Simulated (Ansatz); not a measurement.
Bi: strain energy, fitted

Bi, P2/m, a = 3.248 Å, b = 3.230 Å, c = 6.310 Å, β = 90.1°. This isn't the element's structure at ambient conditions. Ansatz: PBEsol, PAW, 420 eV, Γ-centred 14×14×8 mesh on 2 atoms, Gaussian smearing 0.10 eV; no spin polarisation. Series: uniaxial strain along c, with a, b and atoms relaxed; x is the strain in per cent. y is the free energy over the unstrained cell, V0 = 33.103 Å³/atom.

```tsv
x (%)	y (meV/atom)
-4.5	?
-3.0	3.14
-1.5	0.81
0.0	0.00
1.5	0.92
```

Question: Fit y = c2 x² + c3 x³ to the other rows, turn c2 into a modulus, and predict the missing energy.

Answer: Least squares on the rows shown. y = 0.3870 x² + 0.01283 x³. In eV per unit strain² c2 is 3.870; this is Young's modulus along the axis (E = ½ Y V0 ε²): 2 × 3.870 × 160.2 / (33.103) = 37 GPa. The unstrained cell keeps some stress along the strain, worth a slope of 0.03 meV/atom per %, which the form leaves out. At x = -4.5 the fit asked for gives 6.67 meV/atom. The run gave 7.14 meV/atom, so the fit is 0.47 meV/atom too low, 6.6 % of the span of the series, against an rms of 0.01 meV/atom on the fitted rows. The row lies outside the fitted range. With a term in x⁴ added, a fit to the same known rows (none to spare) predicts 7.02 meV/atom, so most of the miss is curvature that the known rows already hold.

Spin–orbit coupling is left out, which can shift energies with elements as heavy as these.